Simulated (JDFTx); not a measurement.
System: TiAl(100) (P4/mmm bulk; lattice of mp-1953, not re-optimised at this level), 1x1 cell of 5 atoms in 5 planes (Ti outermost, slab composition Ti3Al2), area 11.43 Å² a face, 5.4 Å between the outermost planes in a cell 21.6 Å high; k mesh 8×6×1, Fermi width 0.01 Ha, no spin polarisation. Whether this polymorph is the ambient one wasn't checked. Neither spin polarisation nor a larger cell was tried.

Computed with a modified build of JDFTx: PBE, GBRV ultrasoft potentials, plane waves to 20/100 Ha. Liquid on both sides: SCCS (g09 parameters), water, 1 M NaF; nuclei fixed, outer atoms relaxed in vacuum. U vs SHE = −μ/e − 4.44 V throughout (conventional absolute potential of the hydrogen electrode). This is a symmetric, unreconstructed model surface, and the continuum liquid cannot react with it. Convergence in thickness and k mesh wasn't tested for this slab.

**Question.** Predict the potential of zero charge and the surface charge against electrode potential.

**Answer.** The potential of zero charge is -1.09 V vs SHE.

```csv
U (V vs SHE),μ (eV),excess electrons per cell,"σ (μC/cm², per face)",run
-1.50,-2.94,0.123,-8.6,fixed potential
-1.30,-3.14,0.079,-5.5,fixed potential
-1.09,-3.35,0.000,0.0,neutral
```
